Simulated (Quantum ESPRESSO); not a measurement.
# PSi2BC4: a curve over strain

A calculation, not a measurement. The program is pw.x of Quantum ESPRESSO 7.5 (plane-wave density functional theory). The cell is made up: 8 atoms on a zincblende/diamond lattice, with randomly drawn elements, strain and displacements, not relaxed. PseudoDojo standard norm-conserving files (v0.5 for PBE, v0.4.1 for LDA and PBEsol) set the functional; there is no spin polarisation, spin-orbit coupling or dispersion term, and the masses in the input are unused placeholders.

Seven runs add a strain to one cell (shear xy, as the tensor component); the atoms follow the cell and are not relaxed. Stress in the table is positive in tension.

Input of the run at -0.0049:

```
&control calculation='scf', pseudo_dir='./dojo.nc.sr.pbe.v0_5.standard.upf', outdir='./o', disk_io='medium', tprnfor=.true., tstress=.true. /
&system ibrav=0, nat=8, ntyp=4, nbnd=22, ecutwfc=82.02448710, nosym=.true., tot_charge=0,
 occupations='smearing', smearing='fd', degauss=0.0018374661
/
&electrons conv_thr=7.350e-09, electron_maxstep=60, /
ATOMIC_SPECIES
B 1.0 B.upf
C 1.0 C.upf
P 1.0 P.upf
Si 1.0 Si.upf
CELL_PARAMETERS angstrom
4.3159 -0.0204 0.001
-0.0204 4.311 0.0321
0.0008 0.0321 4.3135
ATOMIC_POSITIONS angstrom
P -0.01 0.0332 0.0262
Si -0.0163 2.1438 2.1632
Si 2.1777 0.0599 2.1449
B 2.1987 2.1126 -0.0008
C 1.1088 1.0635 1.1074
C 1.0347 3.2851 3.2201
C 3.2285 1.077 3.2016
C 3.2034 3.239 1.0738
K_POINTS automatic
4 4 4 1 1 1
```

```
added strain  free energy less that of the input shown (eV)  stress xx (GPa)  stress yy (GPa)  stress zz (GPa)  stress xy (GPa)  pressure (GPa)  iterations
     -0.0247                                         0.1428             9.03             9.32            11.42           -12.29           -9.92          11
     -0.0113                                         0.0250             9.85            10.11            11.78            -5.57          -10.58          12
     -0.0049                                         0.0000            10.07            10.32            11.90            -2.38          -10.76          12
     +0.0110                                         0.0248            10.12            10.35            12.02             5.54          -10.83          12
     +0.0191                                         0.0847             9.88            10.11            11.99             9.57          -10.66          12
     +0.0215                                         0.1087             9.78            10.00            11.97            10.77          -10.58          12
```

Question: one run is left out of the table, at -0.0163. Estimate its stress xy (GPa).

Answer: -8.07. The whole row:

```
added strain  free energy less that of the input shown (eV)  stress xx (GPa)  stress yy (GPa)  stress zz (GPa)  stress xy (GPa)  pressure (GPa)  iterations
     -0.0163                                         0.0585             9.60             9.88            11.67            -8.07          -10.38          11
```

A cubic fit gives a slope of stress xy against the added strain of 498 GPa at zero added strain, with the atoms clamped. Across the table the free energy follows the integral of the stress to within 0.4 meV. A rerun of one of the cells at 1347 eV and a 6 x 6 x 6 mesh moved values by no more than 0.007 eV in energy, 0.07 GPa in stress and 0.003 eV/Å in force.